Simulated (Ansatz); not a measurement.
Mn3PdN: input and output

input.yaml (Ansatz 0.2.0)

```yaml
crystal:
  lattice:
    - [4.038845, 0.0, 0.0]
    - [0.0, 4.038845, 0.0]
    - [0.0, 0.0, 4.038845]
  atoms:
    - { symbol: Pd, position: [0.0, 0.0, 0.0], spin: 1, spin_axis: [0.0, 0.0, 1.0] }
    - { symbol: Mn, position: [0.0, 0.5, 0.5], spin: -4.5, spin_axis: [0.0, 0.0, 1.0] }
    - { symbol: Mn, position: [0.5, 0.0, 0.5], spin: 4.5, spin_axis: [0.0, 0.0, 1.0] }
    - { symbol: Mn, position: [0.5, 0.5, 0.0], spin: -4.5, spin_axis: [0.0, 0.0, 1.0] }
    - { symbol: "N", position: [0.5, 0.5, 0.5] }
kpoints:
  mp_grid: { grid: [6, 6, 6], shift: [0, 0, 0] }
  band_path:
    path:
      - [0.0, 0.0, 0.0]
      - [0.0, 0.5, 0.0]
      - [0.5, 0.5, 0.0]
      - [0.0, 0.0, 0.0]
      - [0.5, 0.5, 0.5]
      - [0.0, 0.5, 0.0]
      - [0.5, 0.5, 0.5]
      - [0.5, 0.5, 0.0]
    npoints: 8
magnetization:
  noncollinear: true
  spin_orbit: true
scf:
  occupations: { method: fermi_dirac }
  lower_state_search: "off"
  max_iter: 200
hamiltonian:
  pseudopotentials: { kind: paw_fr }
  xc: r2scan
  hubbard:
    projectors: all-electron-ortho-atomic
    sites:
      - { species: Mn, l: d, u_eff: 2.79 }
      - { species: Pd, l: d, u_eff: 2.68 }
basis:
  ecutwfc: 500
  fft_grid_basis: typed
output:
  forces: true
  stress: true
  eigenvalues: true
  bader: true
  populations: true
  elf: true
  write_potential: true
  volumetric_format: npy
  dos:
    e_range: [-12, 8]
    de: 0.05
    projected: { site_lists: { Mn: [Mn], "N": ["N"], Pd: [Pd] } }
    method: { smearing: { sigma: 0.1, scheme: gaussian } }
checkpoint:
  read: saved_state
```

The saved state is an earlier solution for the same cell, perhaps on another mesh. Magnetic state (reached from a saved solution, and it need not be the lowest): Mn2 along (0.00, 0.00, -1.00), Mn3 along (0.00, 0.00, 1.00), Mn4 along (0.00, 0.00, -1.00).

Excerpt of what it printed:

```
SCF iter   1: F=-19071.0127 eV  Δρ=6.06e-3  dr2=3.70e-3  dr2_τ=4.38e-3  dr2_m=5.55e-3  |M|=4.16e0 ∫|m|=1.34e1 μB
SCF iter   2: F=-19071.0197 eV  Δρ=2.08e-3  dr2=1.84e-3  dr2_τ=8.99e-5  dr2_m=4.20e-5  |M|=4.17e0 ∫|m|=1.34e1 μB  κ⁻¹=1.0e0(r=1)
SCF iter   3: F=-19071.0207 eV  Δρ=1.15e-3  dr2=4.54e-4  dr2_τ=3.14e-5  dr2_m=1.64e-5  |M|=4.17e0 ∫|m|=1.34e1 μB  κ⁻¹=5.3e-1(r=2)
SCF iter   4: F=-19071.0208 eV  Δρ=6.29e-4  dr2=1.58e-4  dr2_τ=6.57e-6  dr2_m=5.71e-6  |M|=4.17e0 ∫|m|=1.34e1 μB  κ⁻¹=9.1e-3(r=3)
SCF iter   5: F=-19071.0209 eV  Δρ=3.12e-4  dr2=1.23e-5  dr2_τ=2.88e-6  dr2_m=1.52e-6  |M|=4.18e0 ∫|m|=1.34e1 μB  κ⁻¹=8.3e-5(r=4)
SCF iter   6: F=-19071.0209 eV  Δρ=1.29e-4  dr2=6.23e-6  dr2_τ=2.10e-7  dr2_m=1.54e-6  |M|=4.18e0 ∫|m|=1.34e1 μB  κ⁻¹=7.7e-5(r=5)
SCF iter   7: F=-19071.0209 eV  Δρ=9.39e-5  dr2=4.42e-6  dr2_τ=4.53e-8  dr2_m=5.50e-7  |M|=4.18e0 ∫|m|=1.34e1 μB  κ⁻¹=2.9e-5(r=6)
SCF iter   8: F=-19071.0209 eV  Δρ=3.08e-5  dr2=3.54e-7  dr2_τ=2.38e-8  dr2_m=1.53e-7  |M|=4.18e0 ∫|m|=1.34e1 μB
SCF iter   9: F=-19071.0209 eV  Δρ=2.92e-5  dr2=4.55e-7  dr2_τ=9.69e-9  dr2_m=7.58e-8  |M|=4.18e0 ∫|m|=1.34e1 μB  κ⁻¹=1.0e0(r=1)
SCF iter  10: F=-19071.0209 eV  Δρ=2.34e-5  dr2=5.94e-7  dr2_τ=2.78e-9  dr2_m=1.62e-8  |M|=4.18e0 ∫|m|=1.34e1 μB  κ⁻¹=3.9e-2(r=2)
SCF iter  11: F=-19071.0209 eV  Δρ=1.61e-5  dr2=3.02e-7  dr2_τ=8.61e-10  dr2_m=6.30e-9  |M|=4.18e0 ∫|m|=1.34e1 μB  κ⁻¹=2.2e-2(r=3)
SCF iter  12: F=-19071.0209 eV  Δρ=1.08e-5  dr2=1.25e-7  dr2_τ=1.03e-9  dr2_m=5.76e-10  |M|=4.18e0 ∫|m|=1.34e1 μB  κ⁻¹=5.3e-3(r=4)
SCF iter  13: F=-19071.0209 eV  Δρ=6.08e-6  dr2=2.03e-8  dr2_τ=3.25e-10  dr2_m=1.49e-10  |M|=4.18e0 ∫|m|=1.34e1 μB
Magnetization: |M| = 4.1790 μB,  M = (+0.0000, +0.0000, -4.1790) μB
Absolute magnetization: 13.4222 μB (∫|m|, with the PAW one-centre terms)
  site 0: m = ( 0.0000, +0.0000, -0.0386) μB, |m| = 0.0386 μB  (R = 1.18 Å)
  site 1: m = (+0.0000,  0.0000, -3.7271) μB, |m| = 3.7271 μB  (R = 0.83 Å)
  site 2: m = ( 0.0000,  0.0000, +3.7131) μB, |m| = 3.7131 μB  (R = 0.83 Å)
  site 3: m = (+0.0000,  0.0000, -3.7272) μB, |m| = 3.7272 μB  (R = 0.83 Å)
  site 4: m = ( 0.0000, +0.0000, +0.0531) μB, |m| = 0.0531 μB  (R = 0.83 Å)
Free energy (F): -19071.0209 eV
Harris-Foulkes:  -19071.0209 eV  (|F-HF|=4.62e-10)
Internal energy: -19070.9846 eV  (E = F + TS)
E sigma→0 (E₀):  -19071.0027 eV
Entropy (-TS):   -0.0364 eV (-7.273 meV/atom)
Fermi energy:    16.0732 eV
--- Per-component energies (eV) ---
  E_band       = -989.6937
  E_kinetic    = 1550.0368
  E_local      = -7866.7294  (includes V_loc(G=0)·N_el)
  E_nonlocal   = 1015.7556
  E_hartree    = 3207.4008
  E_xc         = -545.5795
  E_vxc        = -796.9208  (∫ρ·V_xc dr)
  E_hubbard    = 2.9282  (on-site DFT+U / exact-exchange correction)
  E_vhub       = -29.6361  (the Hubbard potential's part of the band-sum identity)
  E_paw        = -7835.7750  (= ΣΔE_a)
  E_vpaw       = -1332.4074  (= ΣTr[D̂ρ^β])
  E_aug_tail   = 0.0001  (compensation charges beyond the density's cutoff)
  E_vtau       = 55.4071  (kinetic-family band-sum trace: ∫τ·v_τ [+ j·A + Jᵃ·Aᵃ] dr)
  E_ewald      = -8597.6912
  E_core_change = -1.3309  (= ΣΔE_core)
  E_smearing   = -0.0364  (= −TS)
--- Stress (GPa, compression-positive) ---
        9.9752       0.0000       0.0000
        0.0000       7.9339       0.0000
        0.0000       0.0000       9.9774
  P = ⅓ Tr σ = 9.2955 GPa (92.955 kbar)
--- Löwdin populations: 5 sites ---
  site symbol       q [e]
     0     Pd     17.6314
     1     Mn     14.3174
     2     Mn     14.3176
     3     Mn     14.3174
     4      N      6.2279
  spilling = 0.0175 (of n_electrons = 68.0000)
--- Bader charges: 5 sites ---
  site symbol  charge [e]  shift [e]  m_x [muB]  m_y [muB]  m_z [muB]
     0     Pd     -1.2926     0.0000     0.0000     0.0000     0.0402
     1     Mn      1.0116     0.0015     0.0000     0.0000    -4.2617
     2     Mn      0.9848     0.0015     0.0000     0.0000     4.3055
     3     Mn      1.0115     0.0015     0.0000     0.0000    -4.2618
     4      N     -1.7153     0.0045     0.0000     0.0000    -0.0016
```

Origin: a database entry at a rescaled volume.
